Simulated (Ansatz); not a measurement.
Formation energy of WSi2

Computed with Ansatz (plane waves, PAW, 500 eV cutoff): r²SCAN, scalar-relativistic, no spin polarisation, 14×14×14 k-mesh, Gaussian smearing of 0.05 eV; PAW files: Ansatz's generated set soft_2.

The chain of runs began from a cell as deposited in COD, expanded in volume.

Symmetry: I4/mmm, No. 139, tetragonal system. The conventional cell has a = 3.212 Å, b = 3.212 Å, c = 7.804 Å, α = 90.00°, β = 90.00°, γ = 90.00°. Si (site symmetry 4mm) is surrounded by 5 Si at 2.58 to 2.63 Å and 5 W at 2.61 Å. W (site symmetry 4/mmm) has 10 Si at 2.61 Å as nearest neighbours. (Shells end 15 % past the nearest neighbour.)

The elements were computed in their standard states with the same datasets, cutoff and functional. Absolute energies hang on the potentials; compare differences alone.

Energy of the relaxed cell (3 atoms, smearing extrapolated to zero): -11676.369 eV. Elements, in eV/atom: Si -639.067, W -10397.293.

What is the formation energy?

[-11676.369 − (2 × -639.067 + 1 × -10397.293)] / 3 = -0.31 eV/atom, or -30 kJ per mole of atoms.

The value is for 0 K, without zero-point energy. A negative value shows stability against the elements alone, not against other compounds or structures.

These numbers lack spin–orbit coupling.
